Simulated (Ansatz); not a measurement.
Consider the following.

Bi$_{2}$Te$_{3}$:
```cif
data_Bi2Te3
_chemical_formula_sum 'Bi2 Te3'
_space_group_name_H-M_alt 'P 1'
_space_group_IT_number 1
_cell_length_a 4.35114
_cell_length_b 4.35114
_cell_length_c 10.56483
_cell_angle_alpha 90.000
_cell_angle_beta 90.000
_cell_angle_gamma 120.000
loop_
_space_group_symop_operation_xyz
  'x, y, z'
loop_
_atom_site_label
_atom_site_type_symbol
_atom_site_fract_x
_atom_site_fract_y
_atom_site_fract_z
_atom_site_occupancy
Bi1 Bi 0.33333 0.66667 0.19183 1
Bi2 Bi 0.66667 0.33333 0.80817 1
Te1 Te 0.00000 0.00000 0.00000 1
Te2 Te 0.33333 0.66667 0.64422 1
Te3 Te 0.66667 0.33333 0.35578 1
```

This is the PBEsol-relaxed structure.

**Question.** All from the program Ansatz at the PBEsol level (PAW), unless another level is named. Give the Born charges (a third of the trace).

**Answer.** Bi +5.30, Te -4.59 to -3.00 e.

**Question.** What about the electronic dielectric constant ε∞ (DFPT)?

**Answer.** 28.4 (xx = yy), 19.3 (zz).

Space group P-3m1 (La2O3 or Ni2Al3 type). A made-up cell: these elements were put on the sites of a structure type; neither database checked (COD, Materials Project) lists it. It is not the phase usual at ambient conditions (space group No. 166). The cell was relaxed with PBEsol under the symmetry of its start; its stability against distortions is not shown here. Spin–orbit coupling is left out wherever it is not named.

Potentials: the earlier of the program's two PAW sets. The files were generated under PBE; for other functionals the program regenerates the frozen cores, and for LDA and PBEsol the local potential too.
